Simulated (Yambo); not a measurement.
Sr$_{2}$RuH$_{6}$ (space group Fm-3m, No. 225), G0W0@PBEsol in Yambo (4×4×4 mesh, plasmon pole; 7 Ry block, no terminator). The number N of bands in W and G is varied.

```
N    x = 1/N  gap Γ → X (eV)  shift of the valence edge (eV)
---  -------  --------------  ------------------------------
61   0.01639           3.398                           0.119
90   0.01111           3.391                          -0.063
123  0.00813           3.398                          -0.206
159  0.00629               ?                               ?
```

### Question
Basis-set arguments suggest E = E∞ + A x. Fix A and E∞ from the two rows above the withheld one, predict the row at 159 bands, and test the form.

### Answer
Gap: A = (3.398 − (3.391))/(0.00813 − 0.01111) = -2.35, E∞ = 3.417 eV, so 3.402 eV is predicted; the run gave 3.403 eV (miss 1 meV). The first two rows have slope 1.33, so the form doesn't hold yet over the whole range. Shift: A = (-0.206 − (-0.063))/(0.00813 − 0.01111) = 48.0, E∞ = -0.596 eV, so -0.294 eV is predicted; the run gave -0.308 eV (miss 14 meV). The first two rows have slope 34.5, so the form doesn't hold yet over the whole range. The other settings are held fixed.

Spin-orbit coupling is not included.

Geometry of the Materials Project entry, not relaxed at this level; primitive cell a = 5.3738 Å, b = 5.3738 Å, c = 5.3738 Å, α = 60.00°, β = 60.00°, γ = 60.00°.

A shift is the quasiparticle energy of the state minus its PBEsol energy.
